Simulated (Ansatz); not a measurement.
# A plane-wave run on KZn2SnF6

input.yaml (Ansatz 0.2.0)

```yaml
crystal:
  lattice:
    - [0.0, 5.729387, 0.0]
    - [5.729387, 0.0, 0.0]
    - [2.864693, 2.864693, -4.060195]
  atoms:
    - { symbol: Sn, position: [0.0, 0.0, 0.0] }
    - { symbol: K, position: [0.5, 0.5, 0.0] }
    - { symbol: Zn, position: [0.75, 0.25, 0.5] }
    - { symbol: Zn, position: [0.25, 0.75, 0.5] }
    - { symbol: F, position: [0.261, 0.807, 0.0] }
    - { symbol: F, position: [0.807, 0.739, 0.0] }
    - { symbol: F, position: [0.739, 0.193, 0.0] }
    - { symbol: F, position: [0.193, 0.261, 0.0] }
    - { symbol: F, position: [0.214, 0.214, 0.572] }
    - { symbol: F, position: [0.786, 0.786, 0.428] }
  symmetry: { tolerance: 0.0003 }
kpoints:
  mp_grid: { grid: [6, 6, 6], shift: [0, 0, 0] }
  band_path:
    path:
      - [0.0, 0.0, 0.0]
      - [0.5, 0.5, 0.5]
      - [0.5, 0.5, 0.75]
      - [0.5, 0.0, 0.5]
      - [0.0, 0.0, 0.0]
      - [0.0, 0.0, 0.5]
      - [0.25109562, 0.0, 0.62554781]
      - [0.74890438, 0.0, 0.37445219]
      - [0.0, 0.0, 0.0]
      - [0.5, 0.5, 0.5]
      - [0.74890438, 0.25109562, 0.5]
    npoints: 6
magnetization:
  spin_polarized: false
scf:
  occupations: { method: tetrahedron }
  lower_state_search: "off"
  max_iter: 200
hamiltonian:
  pseudopotentials: { kind: paw }
  xc: pbe
basis:
  ecutwfc: 420
  fft_grid_basis: typed
output:
  forces: true
  stress: true
  eigenvalues: true
  populations: true
  elf: true
  write_potential: true
  volumetric_format: npy
  dos:
    e_range: [-12, 8]
    de: 0.05
    projected: { site_lists: { F: [F], K: [K], Sn: [Sn], Zn: [Zn] } }
checkpoint:
  read: saved_state
```

The saved state is an earlier solution for the same cell, perhaps on another mesh. 

Excerpt of what it printed:

```
Free energy (F): -19047.1879 eV
Harris-Foulkes:  -19047.1879 eV  (|F-HF|=7.87e-9)
Internal energy: -19047.1876 eV  (E = F + TS)
E sigma→0 (E₀):  -19047.1879 eV
Entropy (-TS):   -0.0002 eV (-0.022 meV/atom)
Fermi energy:    7.3979 eV
--- Per-component energies (eV) ---
  E_band       = -308.8822
  E_kinetic    = 1976.5841
  E_local      = -8591.2510  (includes V_loc(G=0)·N_el)
  E_nonlocal   = 1660.3774
  E_hartree    = 3615.9069
  E_xc         = -1271.5816
  E_vxc        = -980.2927  (∫ρ·V_xc dr)
  E_paw        = -9798.9386  (= ΣΔE_a)
  E_vpaw       = -1606.1285  (= ΣTr[D̂ρ^β])
  E_aug_tail   = 0.0120  (compensation charges beyond the density's cutoff)
  E_ewald      = -6638.2969
  E_smearing   = -0.0002  (= −TS)
--- Forces (eV/Å), atoms counted from 1 ---
  atom   1  Sn     0.0000     0.0000     0.0000
  atom   2  K      0.0000     0.0000     0.0000
  atom   3  Zn     0.0000     0.0000     0.0000
  atom   4  Zn     0.0000     0.0000     0.0000
  atom   5  F     -1.3393     2.3830     0.0000
  atom   6  F     -2.3830    -1.3393     0.0000
  atom   7  F      1.3393    -2.3830     0.0000
  atom   8  F      2.3830     1.3393     0.0000
  atom   9  F      0.0000     0.0000     8.0099
  atom  10  F      0.0000     0.0000    -8.0099
--- Stress (GPa, compression-positive) ---
       34.9621       0.0000       0.0000
        0.0000      34.9621       0.0000
        0.0000       0.0000      50.4519
  P = ⅓ Tr σ = 40.1254 GPa (401.254 kbar)
--- Löwdin populations: 10 sites ---
  site symbol       q [e]
     0     Sn     11.9884
     1      K      8.3272
     2     Zn     11.3771
     3     Zn     11.3771
     4      F      7.5964
     5      F      7.5964
     6      F      7.5964
     7      F      7.5964
     8      F      7.5684
     9      F      7.5684
  spilling = 0.0046 (of n_electrons = 89.0000)
```

Origin: a known structure type with other elements, at an estimated volume, so it need not be a known compound. Caveats: empty levels are not fully converged; forces and stress under tetrahedra may miss the slope of the energy; many states at the Fermi level without spin polarisation, so a magnetic state may lie lower; atoms or cell far from equilibrium.
